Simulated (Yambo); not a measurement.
```
CaHCl
1.0
    3.81668     0.00000     0.00000
    0.00000     3.81668     0.00000
    0.00000     0.00000     6.90281
H Cl Ca
2 2 2
Direct
  0.50000   0.50000   0.00000
  0.00000   0.00000   0.00000
  0.50000   0.00000   0.65284
  0.00000   0.50000   0.34716
  0.00000   0.50000   0.80792
  0.50000   0.00000   0.19208
```

CaHCl (space group P4/nmm, No. 129): mean Im ε in 1 eV windows above the direct gap of 6.05 eV, for different electron-hole kernels (Yambo, broadening 0.15 eV, PBEsol (Quantum ESPRESSO, PseudoDojo norm-conserving, 72 Ry, no spin-orbit coupling) bands; 6×6×4 mesh, 8 valence and 12 conduction bands, static screening with 55 bands and a 3 Ry block, scissor 2.41 eV, Tamm-Dancoff; field along x).

```csv
window (eV),independent quasiparticles,RPA (no attraction),BSE
6.0 to 7.0,0.5,0.3,5.4
7.0 to 8.0,4.3,3.0,4.9
8.0 to 9.0,4.2,4.6,5.5
9.0 to 10.0,4.7,4.0,3.1
10.0 to 11.0,5.1,4.4,2.4
```

This run doesn't resolve bound excitons or single peaks, so only averages are given, and they too depend on the mesh; weight that the attraction moves below the gap isn't listed. All transitions below 11.05 eV are in the band window. The scissor comes from a G0W0 run whose convergence isn't established.

Geometry of the Materials Project entry, not relaxed at this level.
